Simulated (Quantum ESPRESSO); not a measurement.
Inputs of pw.x and gipaw.x (a modified build of Quantum ESPRESSO, PBE) for GaN; the starting potential comes from an earlier run on another mesh:

```
&CONTROL
  calculation = 'scf'
  prefix = 'x'
  pseudo_dir = './pseudo'
  outdir = './out'
  tprnfor = .true.
/
&SYSTEM
  ibrav = 0
  nat = 2
  ntyp = 2
  ecutwfc = 50
  ecutrho = 200
  occupations = 'fixed'
  nbnd = 9
/
&ELECTRONS
  conv_thr = 1e-11
  startingpot = 'file'
/
ATOMIC_SPECIES
Ga 69.723 Ga.GGA_PBE-JTH.UPF
N 14.007 N.GGA_PBE-JTH.UPF
CELL_PARAMETERS angstrom
    0.000000000000     2.298570000000     2.230965000000
    2.230965000000     0.000000000000     2.230965000000
    2.230965000000     2.298570000000     0.000000000000
ATOMIC_POSITIONS crystal
Ga     0.000000000000     0.000000000000     0.000000000000
N      0.750000000000     0.750000000000     0.750000000000
K_POINTS automatic
10 10 10 1 1 1
```

```
&INPUTGIPAW
  job = 'nmr'
  prefix = 'x'
  tmp_dir = './out/'
  restart_mode = 'from_scratch'
  pawproj(1) = .true.
  pawproj(2) = .true.
  use_nmr_macroscopic_shape = .false.
/
```

The cell was made here from a computed Materials Project entry: strained by +2 % along the cube axis and by -1 % across it, atoms relaxed (PBE without dispersion, pw.x of Quantum ESPRESSO, symmetry kept). The parent is GaN in F-43m. Stability against distortions was not tested.

What does gipaw.x print for the total shieldings?


```
     Total NMR chemical shifts in ppm: ---------------------------------------
     (adopting the Simpson convention for anisotropy and asymmetry)-----------

     Atom  1  Ga  pos: (  0.000000  0.000000  0.000000)  Total sigma:        1319.17
          1320.0896          0.0000          0.0000
             0.0000       1317.3392          0.0000
             0.0000          0.0000       1320.0896

     Ga      1    anisotropy:     -2.75    eta:    0.0000
     Ga      1    sigma_11=   1320.09
     Ga      1    sigma_22=   1320.09
     Ga      1    sigma_33=   1317.34

     Atom  2  N   pos: (  1.044713  1.076371  1.044713)  Total sigma:         110.45
           113.6878         -0.0000         -0.0000
            -0.0000        103.9603         -0.0000
            -0.0000         -0.0000        113.6878

     N       2    anisotropy:     -9.73    eta:    0.0000
     N       2    sigma_11=    113.69
     N       2    sigma_22=    113.69
     N       2    sigma_33=    103.96
```
The printed anisotropy is 3/2 (σ_33 − σ_iso) in the program's own order; the axes are left out here. Anisotropies that symmetry doesn't fix are less certain than the isotropic values. These are absolute shieldings with no macroscopic susceptibility term; δ = σ_ref − σ needs a reference computed alike. By our sweeps, such settings leave a few ppm in absolute σ on light atoms and up to some 20 ppm from Zn on.
